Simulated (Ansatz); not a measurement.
The end point of a relaxation of Li. Level of theory: r2SCAN (plane waves to 500 eV, PAW, scalar-relativistic; Ansatz, a program for electronic structure).

```
CELL_PARAMETERS angstrom
     -1.73902     1.73902     1.73902
      1.73902    -1.73902     1.73902
      1.73902     1.73902    -1.73902
ATOMIC_POSITIONS crystal
  Li 0.00000 0.00000 0.00000
```

**Question.** Determine the symmetry and give the standard cell with its independent sites.

**Answer.** Space group Im-3m (No. 229); a = b = c = 3.478 Å, α = β = γ = 90.00°

```tsv
atom	site	symmetry	x	y	z
Li	2a	m-3m	0.0000	0.0000	0.0000
```

This is the bcc (W type).

**Question.** Give the shortest distances between elements (the closest pairs, up to four, under 3.6 Å).

**Answer.** Li–Li 3.01 Å.

| Item | Result |
|---|---|
| Volume per atom | 21.04 Å³ |
| Band gap | no gap (metallic) |

No spin polarisation in the result.

The run could not lose the symmetry of its start.
